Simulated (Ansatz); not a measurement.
Space group Pm-3m (No. 221). a = 3.870 Å, b = 3.870 Å, c = 3.870 Å, α = 90.00°, β = 90.00°, γ = 90.00°
```
atom site symmetry x y z
   V    1a m-3m  0.0000  0.0000  0.0000
  Pt    3c    4/mm.m  0.0000  0.5000  0.5000
```

Equation of state of this VPt₃ structure (not necessarily the ground state), with shape and atoms relaxed at each volume where symmetry leaves them free. It has no gap at any of these volumes. Theory: DFT PBEsol, scalar-relativistic, plane waves, PAW (Ansatz 0.2.0).

Plane waves to 420 eV, a k mesh through Γ of 12×12×12 on the computed 4-atom cell and Gaussian smearing (0.10 eV); collinear spin.

| V (Å³/atom) | E − E(largest V) (meV/atom) | P (GPa) |
| --- | --- | --- |
| 12.748 | 127.38 | 48.16 |
| 13.183 | 18.53 | 32.66 |
| 13.617 | -51.87 | 19.74 |
| 14.052 | -90.25 | 8.98 |
| 14.486 | -101.97 | 0.00 |
| 14.921 | -91.40 | -7.48 |
| 15.356 | -62.27 | -13.70 |
| 15.935 | 0.00 | -20.33 |

Fit a third-order Birch–Murnaghan equation to E(V).

V0 = 14.48 Å³/atom, B0 = 273 GPa, B0' = 5.1.

Spin-orbit coupling is left out, which matters for the bands of heavy elements.

Cost: 8 runs of about 6.9 core-minutes in all, on Arm Neoverse V1 (shared hosts).